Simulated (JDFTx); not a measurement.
System: Ir(100) (Fm-3m bulk; lattice of mp-101, not re-optimised at this level), 1x1 cell of 4 atoms in 4 planes, area 7.43 Å² a face, 5.7 Å between the outermost planes in a cell 21.8 Å high; k mesh 8×8×1, Fermi width 0.01 Ha, no spin polarisation.

All numbers are PBE, GBRV ultrasoft potentials, plane waves to 20/100 Ha results from JDFTx (a modified build), not measurements. Liquid: linear PCM (GLSSA13), water, 2 M KCl. The neutral cell holds 60 valence electrons and has two faces of 7.426 Å² each. Last filling lines of the neutral and of a charged run (μ in hartree, zero in the bulk liquid):

```
FillingsUpdate:  mu: -0.193286926  nElectrons: 60.000000
FillingsUpdate:  mu: -0.203591000  nElectrons: 59.958323
```

Worked example: both potentials, by the convention U = −μ/e − 4.44 V vs SHE, the surface charge density and the mean capacitance.

U_pzc = 0.19329 × 27.2114 − 4.44 = 0.82 V; U = 0.20359 × 27.2114 − 4.44 = 1.10 V. The cell has -0.0417 excess electrons, a net charge of 0.0417 e, shared by two faces: σ = 0.0417 e / (2 × 7.426 Å²) = 0.00281 e/Å² = 4.5 μC/cm² (1 e/Å² = 1602.18 μC/cm²). C = σ/(U − U_pzc) = 4.5/0.28 ≈ 16 μF/cm².
